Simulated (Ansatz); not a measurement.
This cell of K (bcc, W type) is off equilibrium:

```
CELL_PARAMETERS angstrom
     -5.27949     5.27949     5.27949
      2.63975    -2.63975     2.63975
      2.63975     2.63975    -2.63975
ATOMIC_POSITIONS crystal
  K  0.00000 0.05304 0.05304
  K  0.50000 0.94696 0.94696
```

Calculation: PBE (plane waves to 420 eV, PAW, scalar-relativistic; Ansatz, a program for electronic structure). k mesh 13×13×13 (Γ-centred), Fermi-Dirac smearing 0.05 eV. Stress and pressure are positive under compression. With partly filled bands, energies and forces of such displacements shift with the k mesh and the smearing. K was relaxed with its symmetry unable to fall. The PAW data are Ansatz's earlier set.

### Question
Predict the force on every atom, in eV/Å.

### Answer
```
atom      Fx     Fy     Fz
----  ------  -----  -----
K1    -0.093  0.000  0.000
K2     0.093  0.000  0.000
```

(For displaced atoms, the force is minus the slope of the energy, and its curvature is a force constant, which sets phonon frequencies.)
